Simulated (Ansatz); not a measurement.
Relaxed SiC (zinc blende):

```
CELL_PARAMETERS angstrom
      0.00000     4.35662     4.35662
      2.17831     0.00000     2.17831
      2.17831     2.17831     0.00000
ATOMIC_POSITIONS crystal
  C  0.37500 0.75000 0.75000
  C  0.87500 0.75000 0.75000
  Si 0.00000 0.00000 0.00000
  Si 0.50000 0.00000 0.00000
```

The atoms are displaced by Q × the pattern below (from a DFPT mode at L = (0.5, 0.0, 0.0), largest move 1; Q in Å), at fixed cell. It is one choice among 2 degenerate patterns. (q is in reciprocal vectors of the primitive cell; the cell shown is doubled to hold the pattern.)

```tsv
atom	x	y	z
C1	-0.285	0.520	-0.805
C2	0.285	-0.520	0.805
Si3	-0.108	0.196	-0.304
Si4	0.108	-0.196	0.304
```

All values below come from r2SCAN (plane waves to 500 eV, PAW, scalar-relativistic; Ansatz, an electronic-structure program). k mesh 13×13×13 (Γ-centred), Fermi-Dirac smearing 0.05 eV. The energy includes the smearing's −TS. SiC was relaxed with its symmetry unable to fall. The PAW data are Ansatz's earlier set. The zero of ΔE is the undisplaced structure.

```
Q (Å)   ΔE (meV/cell)
------  -------------
-0.180           1166
-0.120            509
-0.060            126
0.000               0
0.060             126
0.120             509
0.180            1166
```

Question: Which DFPT wavenumber at L = (0.5, 0.0, 0.0) belongs to this mode?
A) 622 cm⁻¹
B) 272 cm⁻¹
C) 770 cm⁻¹

Answer: C, 770 cm⁻¹. The curvature of the scan gives 770 cm⁻¹

(A displaced cell: forces are minus the slopes of the energy, force constants its curvatures, and phonons follow from these.)
